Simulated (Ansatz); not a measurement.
The relaxed structure here is a generated cell of Ir: the first start was made by placing the elements on the sites of a structure type, and the end was not matched to a known phase here, so it may be hypothetical. Known forms of Ir include space group No. 225.

One starting cell of Ir (a generated cell, Ir placed in the beta-W structure type) was relaxed twice with Ansatz (plane waves, PAW, scalar-relativistic): with r2SCAN at 500 eV and with PBE at 420 eV. The r2SCAN result:

```
CELL_PARAMETERS angstrom
      4.90842     0.00000     0.00000
      0.00000     4.90842     0.00000
      0.00000     0.00000     4.90842
ATOMIC_POSITIONS crystal
  Ir 0.25000 0.00000 0.50000
  Ir 0.75000 0.00000 0.50000
  Ir 0.00000 0.50000 0.25000
  Ir 0.00000 0.50000 0.75000
  Ir 0.50000 0.25000 0.00000
  Ir 0.50000 0.75000 0.00000
  Ir 0.00000 0.00000 0.00000
  Ir 0.50000 0.50000 0.50000
```

| quantity | r2SCAN | PBE |
|---|---|---|
| space group | Pm-3n | Pm-3n |
| volume (Å³/atom) | 14.78 | 15.11 |
| a (Å) | 4.908 | 4.944 |
| gap (eV, no spin-orbit coupling) | 0.00 | 0.00 |

Both levels end in the same structure; PBE's volume is 2.2 % larger. Neither column is exact.

No spin polarisation in the result.

The run could not lose the symmetry of its start, so the end can be a saddle point.

All atoms sit on sites fixed by symmetry, so only the cell could relax.

Ansatz is a first-principles code.
